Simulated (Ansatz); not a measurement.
The cell below belongs to a search over invented structures; it isn't taken from experiment.

Input and command of a plane-wave DFT calculation in Ansatz:

```yaml
crystal:
  lattice:
    - [4.0805404195, 0.0, 0.0]
    - [-2.0402702097, 3.5338516644, 0.0]
    - [0.0, 0.0, 12.7590660053]
  atoms:
    - { symbol: Be, position: [0.3333333333, 0.6666666667, 0.424301086] }
    - { symbol: Be, position: [0.0, 0.0, 0.1708251042] }
    - { symbol: Zn, position: [0.6666666667, 0.3333333333, 0.6969570941] }
    - { symbol: Zn, position: [0.3333333333, 0.6666666667, 0.8625780308] }
    - { symbol: Zn, position: [0.0, 0.0, 0.7579079011] }
    - { symbol: Te, position: [0.3333333333, 0.6666666667, 0.2308193796] }
    - { symbol: Te, position: [0.0, 0.0, 0.9762632509] }
    - { symbol: Te, position: [0.6666666667, 0.3333333333, 0.4853481533] }
basis:
  ecutwfc: 500
kpoints:
  mp_grid: { grid: [12, 12, 4] }
hamiltonian:
  xc: r2scan
scf:
  occupations: { method: gaussian, width: 0.1 }
output:
  forces: true
  stress: true
  eigenvalues: true
```

```bash
ansatz run input.yaml --threads 1 --pin off --max-ram 2560MiB --backend cpu --events-out ev --progress --plain --runs-dir out
```

Processor: Intel(R) Xeon(R) Gold 6455B (Sapphire Rapids), 1 thread, on a host shared with other jobs.

Question: Estimate time, memory and problem size.

Answer: About 69 s, peak memory 1.1 GiB. It solves 53 bands at 69 k points (after reduction by symmetry) with about 4709 plane waves, in 9 SCF iterations.
